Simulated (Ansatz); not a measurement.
Au (fcc type), DFT, PBEsol, all-electron LAPW, scalar-relativistic (Ansatz 0.2.0), on 1 thread of Arm Neoverse V2 (shared host).

Command: `ansatz run input.yaml --threads 1 --pin off --max-ram 2048MiB --backend cpu --events-out ev --progress --plain --runs-dir out`

```yaml
crystal:
  lattice:
    - [0.0, 2.0418101338, 2.0418101338]
    - [2.0418101338, 0.0, 2.0418101338]
    - [2.0418101338, 2.0418101338, 0.0]
  atoms:
    - { symbol: Au, position: [0.0, 0.0, 0.0] }
kpoints:
  mp_grid: { grid: [18, 18, 18] }
  band_path:
    path:
      - [0.0, 0.0, 0.0]
      - [0.5, 0.0, 0.5]
      - [0.625, 0.25, 0.625]
      - [0.375, 0.375, 0.75]
      - [0.0, 0.0, 0.0]
      - [0.5, 0.5, 0.5]
      - [0.5, 0.25, 0.75]
      - [0.5, 0.0, 0.5]
    npoints: 14
scf:
  occupations: { method: fermi_dirac, width: 0.08 }
hamiltonian:
  xc: pbesol
  pseudopotentials: { kind: all_electron, lapw: { basis_error: 0.001 } }
output:
  forces: true
  stress: true
  eigenvalues: true
  populations: true
  dos: { projected: true, de: 0.2, e_range: [-14, 8] }
```

**Question.** How large is the problem that the program sets up?

**Answer.** 195 irreducible k-points, 169 plane waves at Γ, 26 bands.

**Question.** About how long does it take?

**Answer.** 24 s of wall time for 8 SCF iterations. Times on shared machines scatter by tens of per cent.
